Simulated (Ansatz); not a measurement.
CsPbBr₃ (cubic perovskite)

```
CsPbBr3
1.0
    6.00277     0.00000     0.00000
    0.00000     6.00277     0.00000
    0.00000     0.00000     6.00277
Cs Pb Br
1 1 3
Cartesian
  0.00000   0.00000   0.00000
  3.00138   3.00138   3.00138
  0.00000   3.00138   3.00138
  3.00138   3.00138   0.00000
  3.00138   0.00000   3.00138
```

Scan: atom 1 (Cs, nearest neighbour Br at 4.245 Å; its periodic images, 6.0 Å or more away, move with it) is displaced along Cartesian [110], direction (0.707, 0.707, 0.000) in Cartesian axes, by s. The other atoms stay.

Method: PBE (plane waves to 420 eV, PAW, scalar-relativistic; Ansatz, an electronic-structure program). k mesh 5×5×5 (Γ-centred), Fermi-Dirac smearing 0.05 eV. The energy includes the smearing's −TS. CsPbBr3 was relaxed with its symmetry unable to fall. Spin-orbit coupling is left out, though Pb is heavy. The PAW data are Ansatz's earlier set. This is a high-temperature form of CsPbBr3. ΔE is measured from the undisplaced structure.

| s (Å) | ΔE (meV/cell) |
|---|---|
| -1.270 | withheld |
| -1.016 | 177 |
| -0.762 | 53 |
| -0.508 | 11 |
| -0.254 | 1 |
| 0.000 | 0 |
| 0.254 | 1 |
| 0.508 | 11 |
| 0.762 | 53 |
| 1.016 | 177 |
| 1.270 | withheld |

Fit an even polynomial form (powers 2, 4) to the given rows and predict ΔE at s = -1.270.

Least squares on the 9 given rows: ΔE = (-6.912)·s² + (172.5)·s⁴, in meV/cell with s in Å; root-mean-square residual 0.9 meV/cell. At -1.270 the fit gives 438 meV/cell; the calculation gives 489 meV/cell, so the extrapolation is off by -51 (-10.4 %). The quadratic term alone would give -11 meV/cell: it is negative, as the undisplaced cell is unstable along this move.

(For displaced atoms, the force is minus the slope of the energy, and its curvature is a force constant, which sets phonon frequencies.)
